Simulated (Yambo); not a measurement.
G0W0@PBEsol for KHgF$_{3}$ (space group Cmmm, No. 65, within 0.06 Å of Pm-3m) in Yambo. Reference settings: 2×2×2 Γ-centred k mesh, bands 9 to 284 and a 7 Ry block in the screening, 284 bands in G with the Bruneval-Gonze terminator, plasmon pole fitted at 27.2 eV. The PBEsol gap (-0.5, -0.5, -0.5) → Γ on this mesh is 0.30 eV; G0W0 gaps are taken between the same points.

The settings were changed. The gap went from 2.21 eV to 2.41 eV, and the shift of the valence edge from -0.96 eV to -1.18 eV.

Problem. Which change was made?
A. 142 bands in W
B. pole fitted at 15 eV
C. 3 Ry block
D. no terminator

Solution. C, 3 Ry block. The others gave (gap, valence shift): pole fitted at 15 eV: 2.25, -0.92 eV; no terminator: 2.05, -0.69 eV; 142 bands in W: 2.46, -0.92 eV.

Spin-orbit coupling is included.

Geometry of the Materials Project entry, not relaxed at this level; primitive cell a = b = 4.5326 Å, c = 4.5244 Å, α = β = 90.00°, γ = 90.11°.

A shift is the quasiparticle energy of the state minus its PBEsol energy.
